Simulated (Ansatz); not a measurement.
NaCl:
```xyz
2
Lattice="0.0000 2.8010 2.8010 2.8010 0.0000 2.8010 2.8010 2.8010 0.0000" Properties=species:S:1:pos:R:3 pbc="T T T"
Na     0.0000     0.0000     0.0000
Cl     2.8010     2.8010     2.8010
```

Relaxed with PBEsol. DFT-PBEsol in the program Ansatz with PAW potentials gives a gap of 5.01 eV.

**Question.** What gap does HSE06 give on the same cell (Ansatz, PAW)?

**Answer.** 6.56 eV, 1.55 eV more. The hybrid was solved on a coarser mesh and at special points; its gap is the smallest among all of these.

| k | v1 PBEsol | c1 PBEsol | v1 HSE06 | c1 HSE06 |
|---|---|---|---|---|
| Γ | 0.00 | 5.01 | 0.00 | 6.56 |
| X | -0.63 | 7.47 | … | … |
| L | -0.28 | 7.10 | … | … |
| W | -0.80 | 8.80 | … | … |
| K | -0.52 | 8.11 | … | … |

**Question.** Top valence (v1) and lowest conduction level (c1) in eV from each method's valence maximum (which need not be a listed point): supply the withheld HSE06 values.

**Answer.** 
- K, v1 HSE06: -0.55
- K, c1 HSE06: 9.69
- X, v1 HSE06: -0.67
- X, c1 HSE06: 9.05
- W, v1 HSE06: -0.82
- W, c1 HSE06: 10.43
- L, v1 HSE06: -0.30
- L, c1 HSE06: 8.66

Cost on shared cores: the PBEsol run (SCF on a 9×9×9 mesh, then bands and DOS) roughly 13 core-seconds, the HSE06 run (SCF on 6×6×6, then a few points) very roughly 90 core-seconds; the tasks are unlike.

Space group Fm-3m (rock salt). The PBEsol relaxation kept the symmetry of its start; phonons on a q-mesh show no instability.

Potentials: the earlier of the program's two PAW sets.
